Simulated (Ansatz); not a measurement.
TaSb₂:
Space group Cmc2₁ (No. 36); a = 3.6507 Å, b = 13.0860 Å, c = 5.9059 Å, α = β = γ = 90.00°

```json
[
 {"atom": "Ta", "site": "4a", "symmetry": "m..", "x": "0.0000", "y": "0.0926", "z": "0.4948"},
 {"atom": "Sb", "site": "4a", "symmetry": "m..", "x": "0.0000", "y": "0.4353", "z": "0.3579"},
 {"atom": "Sb", "site": "4a", "symmetry": "m..", "x": "0.0000", "y": "0.7109", "z": "0.2223"}
]
```
(The calculation used a cell of 6 atoms; values per cell refer to that cell.)

Relaxed with PBE.

Q: Which orbitals make up the states near the Fermi level in DFT-PBE in the program Ansatz with PAW potentials?

A: Within 0.5 eV of the Fermi level: Ta 5d 68 %, Sb 5p 24 %. Projections are on Löwdin-orthogonalised atomic valence shells; empty p or d shells of many metals are not among them.

Q: Tabulate the density of states.

A: States/eV per cell of 6 atoms, in 0.25 eV bins, energy from the Fermi level.

```tsv
E (eV)	total	Sb 5p	Ta 5d	Sb 5s
-7.85	0.00	0.00	0.00	0.00
-7.60	0.00	0.00	0.00	0.00
-7.35	0.00	0.00	0.00	0.00
-7.10	0.00	0.00	0.00	0.00
-6.85	0.00	0.00	0.00	0.00
-6.60	0.00	0.00	0.00	0.00
-6.35	0.00	0.00	0.00	0.00
-6.10	0.03	0.02	0.00	0.00
-5.85	1.00	0.63	0.12	0.06
-5.60	1.69	1.11	0.21	0.09
-5.35	2.11	1.44	0.29	0.10
-5.10	2.90	2.00	0.46	0.14
-4.85	4.20	2.90	0.73	0.24
-4.60	3.19	2.13	0.57	0.21
-4.35	2.88	1.88	0.57	0.20
-4.10	3.97	2.56	0.91	0.24
-3.85	2.96	1.86	0.74	0.19
-3.60	2.57	1.64	0.64	0.13
-3.35	3.10	1.99	0.80	0.16
-3.10	3.62	2.27	1.02	0.17
-2.85	4.52	2.72	1.42	0.18
-2.60	4.25	2.49	1.45	0.14
-2.35	5.61	3.14	2.11	0.16
-2.10	6.78	3.65	2.76	0.14
-1.85	6.50	3.44	2.75	0.10
-1.60	6.70	3.56	2.85	0.09
-1.35	4.26	2.15	1.92	0.06
-1.10	2.61	1.15	1.31	0.06
-0.85	2.12	0.78	1.19	0.05
-0.60	3.47	0.98	2.21	0.07
-0.35	3.59	0.96	2.33	0.09
-0.10	3.74	0.88	2.56	0.11
0.15	4.19	0.91	2.96	0.12
0.40	2.70	0.58	1.92	0.08
0.65	1.87	0.43	1.27	0.06
0.90	2.66	0.73	1.58	0.17
1.15	4.05	1.23	2.21	0.28
1.40	4.80	1.37	2.60	0.39
1.65	4.81	1.43	2.56	0.37
1.90	4.86	1.33	2.71	0.34
2.15	6.28	1.30	3.88	0.47
2.40	5.67	1.23	3.30	0.42
2.65	5.54	1.76	2.66	0.43
2.90	5.27	1.95	2.15	0.43
3.15	4.50	1.89	1.56	0.26
3.40	3.79	1.65	1.30	0.19
3.65	4.99	2.22	1.64	0.23
3.90	4.03	1.95	1.22	0.17
4.15	3.56	1.81	0.97	0.10
4.40	5.03	2.59	1.33	0.10
4.65	5.14	2.49	1.31	0.10
```

Space group Cmc2_1. The start of the workflow was typed in or built on a structure type; neither database checked (COD, Materials Project) lists it. Its standing as an ambient phase is unchecked. The cell was relaxed with PBE under the symmetry of its start; whether a distortion lowers the energy is not shown. The run is not spin-polarised. The volume moved by -17 % from the start of the relaxation. Spin–orbit coupling is left out wherever it is not named.

Potentials: the earlier of the program's two PAW sets.
